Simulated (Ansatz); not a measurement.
BeS:
```xyz
2
Lattice="0.0000 2.3981 2.3981 2.3981 0.0000 2.3981 2.3981 2.3981 0.0000" Properties=species:S:1:pos:R:3 pbc="T T T"
Be     0.0000     0.0000     0.0000
S      1.1990     1.1990     1.1990
```

Relaxed with LDA. Special points in fractions of this cell's reciprocal vectors: Γ (0.000, 0.000, 0.000); X (0.500, 0.000, 0.500); U (0.625, 0.250, 0.625); K (0.375, 0.375, 0.750); L (0.500, 0.500, 0.500); W (0.500, 0.250, 0.750).

Question: List the band energies nearest the valence-band maximum at these points for plane-wave PAW LDA (Ansatz code).

Answer: In eV from the valence-band maximum; about four levels below and three above (degenerate sets whole), none deeper than 8.9 eV; points with the same levels are listed once.

```csv
k,below,above
Γ,0.00 0.00 0.00,5.50 5.50 5.50
X,-5.21 -2.79 -2.79,2.83 4.75 12.81 12.81
U,-4.72 -4.35 -2.32,4.14 7.40 10.53
L,-6.06 -1.09 -1.09,5.46 6.40 6.40
W,-4.37 -4.11 -3.57,6.33 7.87 8.37
```

Space group F-43m (zinc blende). The cell was relaxed with LDA under the symmetry of its start.

Potentials: the earlier of the program's two PAW sets. The files were generated under PBE; for other functionals the program regenerates the frozen cores, and for LDA and PBEsol the local potential too.
